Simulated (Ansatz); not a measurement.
The calculation used DFT PBE, scalar-relativistic, plane waves, PAW in Ansatz. All cells share a 420 eV cutoff and Γ-centred k meshes spaced at most about 0.3 Å⁻¹ (about 0.25 or finer for metals, 2π included). No spin polarisation in the final relaxations.

All energies are static (0 K, no zero-point motion). All come from trial cells, and lower structures may exist.

Question: Order these relaxed structures of SbBr by energy, lowest first, with the energy over the lowest of them.
A. Space group Pm-3m (No. 221), cubic, a = 3.781 Å. Around Sb lie 8 Br at 3.27 Å and 6 Sb at 3.78 Å; around Br lie 8 Sb at 3.27 Å and 6 Br at 3.78 Å.
B. Space group Fm-3m (No. 225), cubic, a = 6.318 Å. Sb has 6 Br at 3.16 Å; Br is surrounded by 6 Sb at 3.16 Å.
C. Space group P6/mmm (No. 191), hexagonal, a = 3.543 Å, c = 5.548 Å. Sb is surrounded by 2 Br at 2.77 Å; Br is surrounded by 2 Sb at 2.77 Å.
D. Space group P6_3/mmc (No. 194), hexagonal, a = 3.525 Å, c = 9.982 Å. Sb has 6 Br at 3.22 Å and 6 Sb at 3.53 Å; around Br lie 6 Sb at 3.22 Å and 6 Br at 3.53 Å.

Answer: C (0 meV/atom), D (162 meV/atom), A (397 meV/atom), B (472 meV/atom). Forms: C P6/mmm; D P6_3/mmc; A caesium chloride type, Pm-3m; B rock salt type, Fm-3m. Counting Br atoms around Sb (those within 1.25 times the shortest such distance or 1.15 times the sum of covalent radii, 1.27 where that leaves under three; the shortest distance is added where it exceeds 1.18 times the sum of covalent radii): C has Sb 2; D has Sb 6 from 3.2 Å; A has Sb 8 from 3.3 Å; B has Sb 6 from 3.2 Å.

Weakly bound directions are ill-defined at this level, which has no dispersion term (P6/mmm), and this can change margins and order among such cells. These runs have no spin–orbit coupling, which can matter for Sb. Cells relaxed within their symmetry can be saddle points. Some structure types and database cells were kept out of the candidates from the start, so a known form may be missing.
